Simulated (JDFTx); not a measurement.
Ca(111) slab cut from bulk Ca (space group Fm-3m, indices of the conventional cell, lattice of the Materials Project entry mp-45, not re-optimised): 3 atoms in 3 planes, a 1x1 cell of 13.47 Å² (|a| = 3.943, |b| = 3.943 Å), 6.3 Å between the outermost planes, cell height 22.4 Å, 6×6×1 k mesh, Fermi smearing 0.01 Ha, no spin polarisation.

Profiles through the double layer of this slab, charged, in SCCS (g09 parameters), water, 0.5 M NaF; PBE, GBRV ultrasoft potentials, plane waves to 20/100 Ha, JDFTx (a modified build). z is the height above the outermost atoms, φ the plane-averaged electrostatic potential energy of an electron (zero in the bulk liquid), ρ_b the bound charge of solvent and ions, s the cavity shape function (0 in the solid, 1 in the liquid).

| z (Å) | n (e/Å³) | s | φ (eV) | ρ_b (10⁻³ e/Å³) |
|---|---|---|---|---|
| 0.82 | 0.1047 | 0.00 | -2.792 | 0.00 |
| 1.29 | 0.0310 | 0.00 | -1.597 | -0.07 |
| 1.76 | 0.0157 | 0.00 | -0.418 | -2.74 |
| 2.22 | 0.0082 | 0.01 | 0.027 | -2.26 |
| 2.69 | 0.0042 | 0.04 | 0.044 | 3.08 |
| 3.16 | 0.0021 | 0.25 | 0.016 | 2.79 |
| 3.62 | 0.0010 | 0.88 | 0.013 | 1.16 |
| 4.09 | 0.0005 | 1.00 | 0.012 | 0.54 |
| 4.56 | 0.0003 | 1.00 | 0.011 | 0.27 |
| 5.02 | 0.0001 | 1.00 | 0.010 | 0.14 |
| 5.49 | 0.0001 | 1.00 | 0.009 | 0.07 |
| 5.96 | 0.0000 | 1.00 | 0.008 | 0.04 |
| 6.42 | 0.0000 | 1.00 | 0.007 | 0.02 |
| 6.89 | 0.0000 | 1.00 | 0.007 | 0.01 |
| 7.36 | 0.0000 | 1.00 | 0.006 | 0.01 |
| 7.82 | 0.0000 | 1.00 | 0.005 | 0.01 |

Task: Is the electrode positively or negatively charged, and roughly by how much?

Result: Negatively: σ = -2.3 μC/cm² per face. The liquid's bound charge is of the opposite sign overall, and far from the surface φ decays with the screening length (4.3 Å).
